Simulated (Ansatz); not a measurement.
Relaxed-ion elastic tensor of AlPt3 (Cu3Au type, space group No. 221) in GPa (Voigt order), the program Ansatz at the LDA level (PAW); density 17.83 g/cm³, 14.26 Å³ per atom.

```
382  211  211  0.0  0.0  0.0
211  382  211  0.0  0.0  0.0
211  211  382  0.0  0.0  0.0
0.0  0.0  0.0  135  0.0  0.0
0.0  0.0  0.0  0.0  135  0.0
0.0  0.0  0.0  0.0  0.0  135
```

Problem. Is the crystal mechanically stable?

Solution. Yes: the smallest eigenvalue of C is 135 GPa.

Problem. Work out the Voigt, Reuss and Hill averages.

Solution. K_V = 268, K_R = 268, K_H = 268; G_V = 115, G_R = 110, G_H = 112 GPa.

Problem. Give Young's modulus, Poisson's ratio, Pugh's ratio and the universal anisotropy index.

Solution. E = 9KG/(3K + G) = 296 GPa; ν = 0.32; K/G = 2.39 (ductile by the Pugh limit of 1.75); A_U = 5G_V/G_R + K_V/K_R − 6 = 0.26.

Problem. Estimate the sound speeds and the Debye temperature.

Solution. v_l = √((K + 4G/3)/ρ) = 4840 m/s, v_t = √(G/ρ) = 2510 m/s, mean 2810 m/s; Θ = (h/k)(3n/4πV)^(1/3) v_m = 345 K.

Problem. Give the Zener ratio and Young's modulus along [100], [110] and [111].

Solution. A = 2C44/(C11 − C12) = 1.58; 1/E = S11 − 2(S11 − S12 − S44/2)Γ with Γ = 0, 1/4, 1/3 gives 232, 308, 347 GPa.

Space group Pm-3m (Cu3Au type). The first step of the workflow began from a Materials Project structure, measured or hypothetical; the Crystallography Open Database copy checked does not list it. Its standing as an ambient phase is unchecked. The cell was relaxed with LDA under the symmetry of its start; whether a distortion lowers the energy is not shown. The run is not spin-polarised. As this level gives no gap, shear constants depend on the k-mesh and smearing (Fermi–Dirac, 0.1 eV here). Spin–orbit coupling is left out wherever it is not named.

Potentials: the later of the program's two PAW sets.
